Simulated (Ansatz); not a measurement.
A distorted cell of CdSe (zinc blende):

```
CdSe
1.0
    0.00000     6.13327     6.13327
    3.06664     0.00000     3.06664
    3.06664     3.06664     0.00000
Se Cd
2 2
Direct
  0.37500   0.75000   0.75000
  0.87500   0.75000   0.72556
  0.00000   0.00000   0.00000
  0.50000   0.00000   0.00000
```

All values below come from r2SCAN (plane waves to 500 eV, PAW, scalar-relativistic; Ansatz, a quantum-chemistry and plane-wave program). k mesh 4×8×8 (Γ-centred), Fermi-Dirac smearing 0.05 eV. E stands for the smeared free energy. Compression counts positive. CdSe was relaxed with its symmetry unable to fall.

**Question.** What forces act on the atoms (eV/Å, Cartesian)?

**Answer.** 
```tsv
atom	Fx	Fy	Fz
Se1	-0.043	-0.042	0.002
Se2	0.385	0.389	-0.097
Cd3	-0.340	-0.353	0.090
Cd4	-0.002	0.005	0.005
```

**Question.** What is the stress tensor (GPa)?

**Answer.** 
```
   0.09     0.13    -0.63
   0.13     0.09    -0.61
  -0.63    -0.61     0.17
```
The pressure, a third of the trace, is 0.12 GPa.

**Question.** In it atom 2 sits (-0.075, -0.075, 0.000) Å away from its relaxed site. What is its energy relative to the relaxed cell?

**Answer.** 29 meV/cell.

(For displaced atoms, the force is minus the slope of the energy, and its curvature is a force constant, which sets phonon frequencies.)
